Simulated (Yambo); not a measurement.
A BSE run in Yambo for a free-standing MoS$_{2}$ monolayer (symmetry P-6m2, slab cell 16.1 Å high) (LDA bands; 18×18×1 mesh, 6 valence and 4 conduction bands, static screening with 38 bands and a 3 Ry block, scissor 0.85 eV, Tamm-Dancoff, stochastic integration of W near q = 0; field along x) gives:

| state | energy (eV) | states within 2 meV | relative strength | class |
|---|---|---|---|---|
| 1 | 2.19 | 2 | 1.00 | strong |
| 2 | 2.39 | 2 | 0.57 | strong |
| 3 | 2.42 | 1 | < 0.01 | dark |
| 4 | 2.43 | 1 | < 0.01 | dark |
| 5 | 2.44 | 2 | < 0.01 | weak |

**Question.** What changes when the screening block is changed to 5 Ry?

**Answer.** The lowest state goes from 2.187 eV to 2.185 eV, and its distance below the direct gap from 0.527 eV to 0.529 eV. These are vertical excitations (zero momentum). The scissor comes from a G0W0 run whose convergence isn't established.

Spin-orbit coupling is not included.

Geometry relaxed with LDA; primitive cell a = b = 3.1203 Å, c = 16.1000 Å, α = β = 90.00°, γ = 120.00°.
